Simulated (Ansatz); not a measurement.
MgCu₄Sn:
```
CELL_PARAMETERS angstrom
      0.00000     3.49468     3.49468
      3.49468     0.00000     3.49468
      3.49468     3.49468     0.00000
ATOMIC_POSITIONS crystal
  Cu 0.37552 0.37552 0.87344
  Cu 0.37552 0.87344 0.37552
  Cu 0.87344 0.37552 0.37552
  Cu 0.37552 0.37552 0.37552
  Sn 0.00000 0.00000 0.00000
  Mg 0.75000 0.75000 0.75000
```

Relaxed with r²SCAN.

Question: Map the electron localisation function on the plane through (0.873, 0.376, 0.376) spanned by u = [1, 0, 0] and v = [-1, 1, 1] in lattice vectors, from r²SCAN in the plane-wave PAW code Ansatz.

Answer: x is the fraction of u, y of v (the angle between them is 90°; rows are the nearest grid lines); atoms in the plane: Cu at (0.00, 0.00), Cu at (0.50, 0.00), Sn at (0.75, 0.62), Mg at (0.25, 0.37).
```
y \ x   0.000  0.0800  0.200  0.280  0.360  0.440  0.560  0.640  0.720  0.800  0.920   1.00
------  -----  ------  -----  -----  -----  -----  -----  -----  -----  -----  -----  -----
1.00    0.932   0.530  0.177  0.208  0.206  0.701  0.737  0.211  0.210  0.182  0.531  0.932
0.914   0.258   0.200  0.258  0.323  0.171  0.216  0.223  0.160  0.237  0.201  0.201  0.258
0.857   0.150   0.185  0.381  0.394  0.288  0.171  0.148  0.209  0.333  0.314  0.153  0.150
0.771   0.381   0.333  0.270  0.263  0.300  0.343  0.384  0.304  0.284  0.284  0.366  0.381
0.686   0.365   0.342  0.261  0.258  0.283  0.364  0.282  0.196  0.034  0.052  0.280  0.365
0.629   0.337   0.372  0.290  0.288  0.310  0.389  0.286  0.087  0.001  0.002  0.272  0.337
0.543   0.410   0.374  0.173  0.156  0.259  0.401  0.306  0.263  0.117  0.140  0.298  0.410
0.457   0.369   0.049  0.325  0.370  0.088  0.093  0.424  0.365  0.312  0.318  0.417  0.369
0.371   0.222   0.051  0.298  0.214  0.420  0.033  0.340  0.325  0.314  0.316  0.340  0.222
0.314   0.307   0.034  0.435  0.430  0.234  0.051  0.351  0.303  0.266  0.272  0.339  0.307
0.229   0.399   0.313  0.056  0.048  0.139  0.348  0.394  0.341  0.277  0.286  0.385  0.399
0.143   0.183   0.194  0.284  0.294  0.234  0.189  0.193  0.304  0.406  0.398  0.208  0.183
0.0857  0.262   0.215  0.206  0.242  0.176  0.230  0.219  0.165  0.326  0.267  0.197  0.262
0.000   0.932   0.530  0.177  0.208  0.206  0.701  0.737  0.211  0.210  0.182  0.531  0.932
```

The density is the valence pseudo-density with augmentation charge, so density and ELF within about 1 Å of a nucleus are not all-electron values.

Space group F-43m. The workflow started from an entry of the Crystallography Open Database (COD). Its standing as an ambient phase is unchecked. Symmetry was held in the r²SCAN relaxation; its stability against distortions is not shown here. No spin polarisation was allowed. Spin–orbit coupling is left out wherever it is not named.

Potentials: the later of the program's two PAW sets.
